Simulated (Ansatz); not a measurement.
# Computed properties of Na

```yaml
crystal:
  lattice:
    - [3.76700, 0.00000, 0.00000]
    - [-1.88350, 3.26232, 0.00000]
    - [0.00000, 0.00000, 6.15400]
  atoms:
    - { symbol: Na, position: [0.33333, 0.66667, 0.25000] }
    - { symbol: Na, position: [0.66667, 0.33333, 0.75000] }
```

Atom numbers follow the list: Na1, Na2.

The structure is an experimental refinement, used without relaxation.

All numbers below come from DFT, LDA, all-electron LAPW, scalar-relativistic (Ansatz 0.2.0).

Sampling and basis: a Γ-centred 11×11×6 k mesh, Fermi–Dirac smearing of 0.05 eV, basis error target 0.5 meV/atom, no spin polarisation.

```json
{
 "Density of states at the Fermi level (0.2 eV bin)": "1.02 states/eV per cell",
 "Stress xx, yy, zz (compression positive)": "-0.98, -0.98, -0.71 GPa",
 "Volume per atom": "37.81 Å³"
}
```

Q: Predict this quantity. Pressure at this cell.

A: -0.89 GPa.

Q: Give the computed value. Band gap.

A: none: bands cross the Fermi level, a metal.
